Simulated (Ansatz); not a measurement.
**NbSi2: ⁹³Nb nuclear quadrupole resonance**

Cell: an entry of the Crystallography Open Database (COD).

Space group P6_222 (No. 180); a = 4.8190, c = 6.5920 Å, γ = 120.00°.

```
site  Wyckoff  site symmetry       x       y       z
  Nb       3d            222  0.5000  0.0000  0.5000
  Si       6j            ..2  0.1599  0.3198  0.5000
```

One atom of each set is listed.

Computed with Ansatz: DFT, PBE, plane waves and PAW, scalar-relativistic, 420 eV cutoff, Γ-centred 7×7×5 k-points, Fermi–Dirac smearing 0.05 eV.

⁹³Nb: I = 9/2, Q = -320.0 mb (year-2017 value). Static lattice, zero field.

(1) At which frequencies do the ⁹³Nb NQR lines lie?

## Answers

(1) For I = 9/2 and η = 0 the lines are |C_Q|/24 times 1, 2, 3 and 4; η shifts the lowest up most. At large η the states mix, and weaker lines appear at sums of the main ones; lines under 5 % of the strongest are left out.

| site | atoms | V_zz (10²¹ V/m²) | C_Q (MHz) | η | line frequencies (MHz) |
| --- | --- | --- | --- | --- | --- |
| Nb | 3 | 2.54 | -19.7 | 0.68 | 1.64, 2.23, 2.28, 3.16, 3.87 |

With no gap above 0.1 eV, as in a metal, the gradients converge slowly in k; expect changes of a tenth or more on a denser mesh. Without spin–orbit coupling (the program notes it for Nb) the gradients can shift somewhat, as the gap is small.
